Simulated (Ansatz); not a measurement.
FeCo in space group Fd-3m (No. 227; Fe on 8b, Co on 8a) at seven volumes, PBEsol in the plane-wave PAW code Ansatz, scaled uniformly. One row is withheld.

| V (Å³/atom) | P (GPa) |
|---|---|
| 9.931 | 25.26 |
| 10.259 | 15.62 |
| 10.586 | 7.26 |
| 10.913 | 0.00 |
| 11.241 | -6.14 |
| 11.568 | ? |
| 11.896 | -15.50 |

### Question
Fit the shown pressures and predict the withheld one.

### Answer
Third-order Birch–Murnaghan: P = (3/2)B₀(x^(7/2) − x^(5/2))[1 + (3/4)(B′ − 4)(x − 1)] with x = (V₀/V)^(2/3). Least squares on the six rows gives V₀ = 10.916 Å³/atom, B₀ = 218.2 GPa, B′ = 4.33. At V = 11.568, x = 0.9621 and P = -11.17 GPa. The run itself gave -11.25 GPa.

A made-up cell: these elements were put on the sites of a structure type; neither database checked (COD, Materials Project) lists it. It is not the phase usual at ambient conditions (space group No. 221). The PBEsol relaxation kept the symmetry of its start; whether a distortion lowers the energy is not shown. Magnetic state: ferromagnetic, chosen from 5 collinear starts compared on coarse meshes (ties went to the first, and starts can fall back to one state), not a proven ground state.

Potentials: the earlier of the program's two PAW sets. The files were generated under PBE; for other functionals the program regenerates the frozen cores, and for LDA and PBEsol the local potential too.
